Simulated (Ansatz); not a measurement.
# How much do the gradients of Sb2Pt depend on the method?

Cell: a COD entry, ions relaxed with PBE at fixed cell.

```cif
data_Sb2Pt
_symmetry_space_group_name_H-M 'Pa-3'
_symmetry_Int_Tables_number 205
_cell_length_a 6.4400
_cell_length_b 6.4400
_cell_length_c 6.4400
_cell_angle_alpha 90.000
_cell_angle_beta 90.000
_cell_angle_gamma 90.000
loop_
_atom_site_label
_atom_site_type_symbol
_atom_site_symmetry_multiplicity
_atom_site_Wyckoff_symbol
_atom_site_fract_x
_atom_site_fract_y
_atom_site_fract_z
Sb Sb 8 c 0.3745 0.3745 0.3745
Pt Pt 4 a 0.0000 0.0000 0.0000
```

One atom of each set is listed.

First run. The numbers come from a DFT calculation in Ansatz (PBE, plane waves and PAW, scalar-relativistic, 420 eV cutoff, Γ-centred 5×5×5 k-points, Fermi–Dirac smearing 0.05 eV).

| site | V_zz (10²¹ V/m²) | η |
| --- | --- | --- |
| Sb | 6.57 | 0.00 |
| Pt | -6.99 | 0.00 |

Second run. The same atoms and settings, except that the functional is r2SCAN and the cutoff is 500 eV.

(1) Given the first result, estimate the second.

## Answers

(1) 

| site | V_zz | η | change of V_zz |
| --- | --- | --- | --- |
| Sb | 6.64 | 0.00 | +0.07 |
| Pt | -7.33 | 0.00 | -0.34 |

The largest change of V_zz is on Pt, from -6.99 to -7.33. In per cent, |V_zz| changes by +1 on Sb, +5 on Pt (all sites that start above 2).

With no gap above 0.1 eV, as in a metal, the gradients converge slowly in k; expect changes of a tenth or more on a denser mesh. Spin–orbit coupling is left out, which shifts gradients on Pt by a few per cent in wide-gap crystals, and can shift them far more where the calculated gap is small or absent, as here.
For the first run: At this cell the PBE pressure is 6 GPa, so with PBE the cell would grow if it were relaxed. With these PAW files V_zz is typically within 2 to 3 % of all-electron values, but misses above 10 % occur on Sb.
For the second run: With these PAW files V_zz is typically within 2 to 3 % of all-electron values, but misses above 10 % occur on Pt, Sb.
